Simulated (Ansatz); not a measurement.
The start is a randomly generated symmetric cell of SnO2 (space group No. 139). A full variable-cell relaxation at zero pressure is run with PBEsol (plane waves to 420 eV, PAW, scalar-relativistic; Ansatz, a quantum-chemistry and plane-wave program). The first steps use a coarse 8×8×8 k-mesh.

Initial structure:
```
SnO2
1.0
   -1.94849     1.94849     2.78626
    1.94849    -1.94849     2.78626
    1.94849     1.94849    -2.78626
O Sn
2 1
Direct
  0.22026   0.22026   0.00000
  0.77974   0.77974   0.00000
  0.50000   0.50000   0.00000
```

Q: What pressure does the first self-consistent step give?

A: +74 GPa (positive: the cell is compressed).

Q: How does the volume change?

A: -22.4 %, from 14.10 to 10.95 Å³/atom.

Q: How do the shortest distances between atoms change?

A: The closest pairs of elements (up to four, under 3.6 Å), start → end: O–Sn 1.56 → 2.04 Å; O–O 2.45 → 2.12 Å; Sn–Sn 3.90 → 3.26 Å.

Q: Is the relaxed structure metallic? Give its gap.

A: No gap (metallic).

The space group stays I4/mmm (No. 139) (the run could not lower it), with 3 atoms in the primitive cell. Final values are on a 20×20×20 k-mesh of the relaxed cell. No spin polarisation in the result.

The run could not lose the symmetry of its start, so the end can be a saddle point.

The relaxed structure here is a generated cell of SnO2: the first start was made by a random draw of sites in a space group, and the end was not matched to a known phase here, so it may be hypothetical. Known forms of SnO2 include space group No. 136.
